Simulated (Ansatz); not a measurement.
Computed with DFT PBE, scalar-relativistic, plane waves, PAW (Ansatz). Settings: cutoff 420 eV, Γ-centred meshes spaced at most about 0.3 Å⁻¹, and about 0.25 Å⁻¹ or finer for metals (2π included), Gaussian smearing. No spin polarisation in the final relaxations.

All energies are static (0 K, no zero-point motion).

Compare these two cells of Si5Ru, each relaxed at this level.

A.

```cif
data_structure
_symmetry_space_group_name_H-M 'F-43m'
_symmetry_Int_Tables_number 216
_cell_length_a 7.0207
_cell_length_b 7.0207
_cell_length_c 7.0207
_cell_angle_alpha 90.000
_cell_angle_beta 90.000
_cell_angle_gamma 90.000
_cell_volume 346.06
loop_
_atom_site_label
_atom_site_type_symbol
_atom_site_symmetry_multiplicity
_atom_site_Wyckoff_symbol
_atom_site_fract_x
_atom_site_fract_y
_atom_site_fract_z
_atom_site_occupancy
Si1 Si 16 e 0.37596 0.12404 0.37596 1
Si2 Si 4 d 0.25000 0.25000 0.75000 1
Ru1 Ru 4 b 0.50000 0.00000 0.00000 1
```

B.

```cif
data_structure
_symmetry_space_group_name_H-M 'P6/mmm'
_symmetry_Int_Tables_number 191
_cell_length_a 4.7112
_cell_length_b 4.7112
_cell_length_c 4.7297
_cell_angle_alpha 90.000
_cell_angle_beta 90.000
_cell_angle_gamma 120.000
_cell_volume 90.91
loop_
_atom_site_label
_atom_site_type_symbol
_atom_site_symmetry_multiplicity
_atom_site_Wyckoff_symbol
_atom_site_fract_x
_atom_site_fract_y
_atom_site_fract_z
_atom_site_occupancy
Si1 Si 2 c 0.33333 0.66667 0.00000 1
Si2 Si 3 g 0.50000 0.00000 0.50000 1
Ru1 Ru 1 a 0.00000 0.00000 0.00000 1
```

**Question.** Which is lower in energy, and by how much?

**Answer.** A is lower, by 15 meV/atom. A has space group F-43m (No. 216), 14.4 Å³/atom and no gap on its mesh; B has space group P6/mmm (No. 191), 15.2 Å³/atom and no gap. Counting Si atoms around Ru (those within 1.25 times the shortest such distance or 1.15 times the sum of covalent radii, 1.27 where that leaves under three; a plus sign parts nearer from farther groups), A has Ru 16 and B has Ru 6+12. A holds Si–Si bonds in all directions (shortest 2.46 Å); B holds Si–Si nets (shortest 2.36 Å). The denser one is the lower, and pressure would at first widen the difference. Even the lower one lies +0.63 eV/atom against the reference forms of the elements (uncorrected), so neither is stable at this level. Both come from invented guesses.

Cells relaxed within their symmetry can be saddle points.
